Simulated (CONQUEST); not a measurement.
Worked example: self-consistent single point of AlRu (P4/mmm, 2 atoms in the cell; from Materials Project mp-542569, changed as shown) in CONQUEST.

All values come from this method and carry its errors: PBE, numerical atomic orbitals double-zeta with polarisation (the shipped basis), PseudoDojo norm-conserving potentials made for PBE in CONQUEST.

The change in words: lattice vector c scaled by 0.99. Reference geometry (Pm-3m):
```yaml
crystal:
  lattice:
    - [2.99383, 0.00000, 0.00000]
    - [0.00000, 2.99383, 0.00000]
    - [0.00000, 0.00000, 2.99383]
  atoms:
    - { symbol: Al, position: [0.00000, 0.00000, 0.00000] }
    - { symbol: Ru, position: [0.50000, 0.50000, 0.50000] }
```

Reference input (self-consistent single point, DFT, PBE, numerical atomic orbitals double-zeta with polarisation (the shipped basis), PseudoDojo norm-conserving potentials made for PBE): basis = DZP; Diag.MPMeshX, Y, Z = 5 5 5; potentials = PseudoDojo norm-conserving PBE; Grid.GridCutoff = 140 Ha; DM.SolutionMethod = diagon; Diag.kT = 0.003675 Ha; Diag.GammaCentred = true; minE.SCTolerance = 1.0e-06; SC.MaxIters = 100; SC.LinearMixingFactor = 0.3; SC.KerkerPreCondition = true; SC.KerkerFactor = 0.5 1/bohr. This run's input differs from it in these lines:

```diff
@@ -34,3 +34,3 @@
      0.000000000      5.657526323      0.000000000
-     0.000000000      0.000000000      5.657526323
+     0.000000000      0.000000000      5.600951702
 2
```

Log, with long lists cut:

```
    PulayMixSC: Starting Pulay mixing, A_up =  0.300 A_dn =  0.300
    PulayMixSC: Spin non-polarised calculation.
    PulayMixSC: with Kerker preconditioning, q0 =  0.500
          Harris-Foulkes Energy            :      -103.447092474133484 Ha
          Free Energy (E-TS)               :      -103.450010900462672 Ha
    PulayMixSC: Pulay iteration     1 residual:              0.70756E-02
          Harris-Foulkes Energy            :      -103.440328632901952 Ha
          Free Energy (E-TS)               :      -103.443153361166296 Ha
    PulayMixSC: Pulay iteration     2 residual:              0.58538E-02
   [... lines left out ...]
          Free Energy (E-TS)               :      -103.427932710425907 Ha
    PulayMixSC: Pulay iteration    15 residual:              0.12515E-05
          Harris-Foulkes Energy            :      -103.425588471013910 Ha
          Free Energy (E-TS)               :      -103.427933154651953 Ha
    PulayMixSC: Pulay iteration    16 residual:              0.10885E-05
          Harris-Foulkes Energy            :      -103.425588178595319 Ha
          Free Energy (E-TS)               :      -103.427932889007465 Ha
    PulayMixSC: Pulay iteration    17 residual:              0.28353E-06
    PulayMixSC: Reached SCF tolerance of  0.28353E-06 after     17 iterations
      | Number of electrons      =        19.000030
      | GS Energy as E-(1/2)TS   =      -103.426760533801399 Ha
      | Free Energy as E-TS      =      -103.427932889007465 Ha
      |* Harris-Foulkes energy   =      -103.425588178595319 Ha
      |* DFT total energy        =      -103.425588178593273 Ha

    force: Forces on atoms (Ha/a0)
    force:  Atom   X              Y              Z
    force:     1   0.0000000000  -0.0000000000   0.0000000000
    force:     2  -0.0000000000   0.0000000000   0.0000000000

    force: Maximum force :        0.00000000(Ha/a0) on atom         2 in z direction
    force: Force Residual:        0.00000000 Ha/a0
    force: Total stress:         -6.30510336     0.00000000     0.00000000 GPa
                             0.00000000    -6.30510336    -0.00000000
                             0.00000000     0.00000000    -8.07453907
    force: Average pressure:      6.89491526 GPa

    get_E_and_F: Change in energy during last step of electronic optimisation:  0.29242E-06
```

The run converged in 17 iterations. CONQUEST prints the stress tensor with tension positive. Against the reference run the free energy rises by 5.3 meV/atom and the pressure goes from 4.68 to 6.89 GPa.

The program uses no crystal symmetry, so grid and mesh can part values that symmetry would make equal. The atom-centred basis is finite, which shifts total energies and pressures against plane waves. The structure comes from a collection of computed structures, made at another level of theory; the collection holds predicted forms beside known ones. Its lattice was then scaled. No clean gap shows at this smearing width and mesh (spacing up to 0.42 Å⁻¹); the mesh is coarse for partly filled bands, so the values carry mesh errors.

Cost on one core: around 50 core-seconds (rough).
